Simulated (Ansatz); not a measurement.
Mg₂ZnP₂:
Space group P3m1 (No. 156); a = b = 4.014 Å, c = 6.554 Å, α = β = 90.00°, γ = 120.00°

| atom | site | symmetry | x | y | z |
|---|---|---|---|---|---|
| Mg | 1c | 3m. | 0.6667 | 0.3333 | 0.6340 |
| Mg | 1b | 3m. | 0.3333 | 0.6667 | 0.9935 |
| Zn | 1a | 3m. | 0.0000 | 0.0000 | 0.3613 |
| P | 1a | 3m. | 0.0000 | 0.0000 | 0.7674 |
| P | 1c | 3m. | 0.6667 | 0.3333 | 0.2438 |

Relaxed at zero pressure with r²SCAN in the plane-wave PAW code Ansatz.

Problem. The volume is raised by 6 % and shape and atoms relax at that volume. What pressure results, and how do the axes share the change?

Solution. -3.4 GPa; a 1.3 %, b 1.3 %, c 3.2 %; the energy rises by 13 meV/atom.

Problem. Give the new structure.

Solution. 
Space group P3m1 (No. 156); a = b = 4.068 Å, c = 6.764 Å, α = β = 90.00°, γ = 120.00°

| atom | site | symmetry | x | y | z |
|---|---|---|---|---|---|
| Mg | 1c | 3m. | 0.6667 | 0.3333 | 0.6347 |
| Mg | 1b | 3m. | 0.3333 | 0.6667 | 0.9883 |
| Zn | 1a | 3m. | 0.0000 | 0.0000 | 0.3550 |
| P | 1a | 3m. | 0.0000 | 0.0000 | 0.7703 |
| P | 1c | 3m. | 0.6667 | 0.3333 | 0.2517 |

The phase is kept; no other phase was compared at this pressure.

The workflow started from a Materials Project entry (that database holds measured and hypothetical structures alike); the Crystallography Open Database copy checked does not list it. With Mg and Zn taken as one species the cell has the higher symmetry P-3m1, so it may be an ordered model of a mixed-site phase. Whether it is the stable phase at ambient conditions was not checked. Symmetry was held in the r²SCAN relaxation; whether a distortion lowers the energy is not shown.

Potentials: the later of the program's two PAW sets.
